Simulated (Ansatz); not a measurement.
Si$_{2}$W (MoSi2 or CaC2 type, I4/mmm) under volume change, DFT-PBE in the program Ansatz with PAW potentials, shape and atoms relaxed at each volume.

```
V (Å³/atom)  E − E(relaxed) (meV/atom)  P (GPa)
-----------  -------------------------  -------
12.441                            88.9    25.19
12.852                            37.3    15.41
13.262                             8.8     7.08
13.672                             0.0     0.00
14.082                             7.9    -6.02
14.492                            30.0   -11.11
14.902                            64.1   -15.42
```

Q: What does a third-order Birch–Murnaghan fit give for V₀, B₀ and B′?

A: V₀ = 13.67 Å³/atom, B₀ = 217 GPa, B′ = 4.4.

Symmetry was held in the PBE relaxation. The run is not spin-polarised. Spin–orbit coupling is left out wherever it is not named.

Potentials: the later of the program's two PAW sets.
